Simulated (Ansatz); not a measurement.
```yaml
crystal:
  lattice:
    - [2.7, 0.0, 0.0]
    - [-1.35, 2.3382685902, 0.0]
    - [0.0, 0.0, 4.2768]
  atoms:
    - { symbol: Ru, position: [0.3333333333, 0.6666666667, 0.75] }
    - { symbol: Ru, position: [0.6666666667, 0.3333333333, 0.25] }
basis:
  ecutwfc: 420
  ecutrho_ratio: 4
kpoints:
  mp_grid: { grid: [8, 8, 6] }
hamiltonian:
  xc: pbe
scf:
  occupations: { method: gaussian, width: 0.05 }
output:
  forces: true
  stress: true
  eigenvalues: true
relax:
  f_tol: 0.03
  max_steps: 60
  cell: { stress_tol: 0.3 }
```

**Question.** What does this Ansatz input ask for?

**Answer.** It asks for a full relaxation of cell and atoms of Ru with PBE (scalar-relativistic), a cutoff of 420 eV (density cutoff 4 times that), a Γ-centred 8×8×6 mesh and Gaussian smearing of 0.05 eV, without spin polarisation. Stop at forces under 0.03 eV/Å and stress under 0.3 GPa, or after 60 steps. Forces, stress and eigenvalues are wanted.

**Question.** How large is the problem?

**Answer.** 32 valence electrons, 537 plane waves at Γ (in the final cell), 24 symmetry operations and 40 irreducible k-points; it took 24 SCF iterations in all.
